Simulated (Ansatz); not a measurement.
Geometry optimisation in Ansatz: input, command and trajectory.

```yaml
crystal:
  lattice:
    - [5.9593553934, 0.0, 0.0]
    - [-2.9796776967, 5.1609531608, 0.0]
    - [0.0, 0.0, 5.106402922]
  atoms:
    - { symbol: Sn, position: [0.3333333333, 0.6666666667, 0.75] }
    - { symbol: Sn, position: [0.6666666667, 0.3333333333, 0.25] }
    - { symbol: Au, position: [0.1647999313, 0.3295998626, 0.25] }
    - { symbol: Au, position: [0.6704001374, 0.8352000687, 0.25] }
    - { symbol: Au, position: [0.1647999313, 0.8352000687, 0.25] }
    - { symbol: Au, position: [0.8352000687, 0.6704001374, 0.75] }
    - { symbol: Au, position: [0.3295998626, 0.1647999313, 0.75] }
    - { symbol: Au, position: [0.8352000687, 0.1647999313, 0.75] }
basis:
  ecutwfc: 420
kpoints:
  mp_grid: { grid: [6, 6, 8] }
hamiltonian:
  xc: pbesol
scf:
  occupations: { method: gaussian, width: 0.1 }
output:
  forces: true
  stress: true
  eigenvalues: true
relax:
  adjacent_minimum: "off"
  f_tol: 0.01
  max_steps: 30
  cell: { stress_tol: 0.1, fix: [volume] }
```

```bash
ansatz run input.yaml --threads 2 --pin off --max-ram 5120MiB --backend cpu --events-out ev --progress --plain --runs-dir out
```

The calculation used Ansatz, DFT PBEsol, scalar-relativistic, plane waves, PAW.

The volume is held at 1.06 times that of the relaxed cell.

Of 4 frames 3 are shown, positions in Å and forces in eV/Å; the SCF threshold varies from step to step. Steps run on the plane waves of an earlier cell, with a Pulay correction in the pressure. The basis is chosen afresh for the last frame, the zero of the energies, and at times for earlier ones too; energy and pressure can step there, also at an unchanged geometry. Where two frames share a geometry here, they differ by under 2 meV/atom and 0.3 GPa.

```xyz
8
Lattice="5.9594 0.0000 0.0000 -2.9797 5.1610 0.0000 0.0000 0.0000 5.1064" Properties=species:S:1:pos:R:3:forces:R:3 pbc="T T T" step=1 free_energy_over_end_meV_per_atom=0.16 pressure_GPa=-6.35
Sn    0.0000    3.4406    3.8298    0.0000    0.0000    0.0000
Sn    2.9797    1.7203    1.2766    0.0000    0.0000    0.0000
Au    0.0000    1.7010    1.2766    0.0000   -0.0187    0.0000
Au    1.5065    4.3104    1.2766    0.0162    0.0093    0.0000
Au   -1.5065    4.3104    1.2766   -0.0162    0.0093    0.0000
Au    2.9797    3.4599    3.8298    0.0000    0.0187    0.0000
Au    1.4732    0.8505    3.8298   -0.0162   -0.0093    0.0000
Au    4.4862    0.8505    3.8298    0.0162   -0.0093    0.0000
8
Lattice="5.9504 0.0000 0.0000 -2.9752 5.1532 0.0000 0.0000 0.0000 5.1218" Properties=species:S:1:pos:R:3:forces:R:3 pbc="T T T" step=2 free_energy_over_end_meV_per_atom=0.05 pressure_GPa=-6.30
Sn    0.0000    3.4355    3.8413    0.0000    0.0000    0.0000
Sn    2.9752    1.7177    1.2804    0.0000    0.0000    0.0000
Au    0.0000    1.6953    1.2804    0.0000    0.0102    0.0000
Au    1.5070    4.3055    1.2804   -0.0088   -0.0051    0.0000
Au   -1.5070    4.3055    1.2804    0.0088   -0.0051    0.0000
Au    2.9752    3.4579    3.8413    0.0000   -0.0102    0.0000
Au    1.4682    0.8477    3.8413    0.0088    0.0051    0.0000
Au    4.4822    0.8477    3.8413   -0.0088    0.0051    0.0000
8
Lattice="5.9424 0.0000 0.0000 -2.9712 5.1462 0.0000 0.0000 0.0000 5.1357" Properties=species:S:1:pos:R:3:forces:R:3 pbc="T T T" step=4 free_energy_over_end_meV_per_atom=0.00 pressure_GPa=-6.27
Sn    0.0000    3.4308    3.8517    0.0000    0.0000    0.0000
Sn    2.9712    1.7154    1.2839    0.0000    0.0000    0.0000
Au    0.0000    1.6941    1.2839    0.0000    0.0059    0.0000
Au    1.5041    4.2992    1.2839   -0.0051   -0.0030    0.0000
Au   -1.5041    4.2992    1.2839    0.0051   -0.0030    0.0000
Au    2.9712    3.4522    3.8517    0.0000   -0.0059    0.0000
Au    1.4671    0.8470    3.8517    0.0051    0.0030    0.0000
Au    4.4753    0.8470    3.8517   -0.0051    0.0030    0.0000
```

The run took 16 s on 2 threads of AMD EPYC 9R45 96-Core Processor (Zen 5) (shared host), peak memory 0.77 GiB.

Spin–orbit coupling is left out, which can shift energies with elements as heavy as these.